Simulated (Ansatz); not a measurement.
BeBr$_{2}$:
```
CELL_PARAMETERS angstrom
     -2.79207     5.24748     2.76606
      2.79207    -5.24748     2.76606
      2.79207     5.24748    -2.76606
ATOMIC_POSITIONS crystal
  Be 0.25000 0.25000 0.00000
  Be 0.75000 0.75000 0.00000
  Br 0.11450 0.21459 0.32910
  Br 0.88550 0.78541 0.67090
  Br 0.38550 0.71459 0.10009
  Br 0.61450 0.28541 0.89991
```

Relaxed with r²SCAN+D4.

Problem. Give the Bader charges and basin volumes of the independent atoms, the program Ansatz at the r²SCAN+D4 level (PAW).

Solution. 

```csv
atom,Bader charge (e),Bader volume (Å³)
Be1,+1.69,2.1
Br3,-0.84,39.4
```

Space group Ibam. The first step of the workflow began from a Materials Project structure, measured or hypothetical; the Crystallography Open Database files this formula in space group No. 72, but the cells were not matched. Whether it is the stable phase at ambient conditions was not checked. The cell was relaxed with r²SCAN+D4 under the symmetry of its start; its stability against distortions is not shown here.

Potentials: the later of the program's two PAW sets.
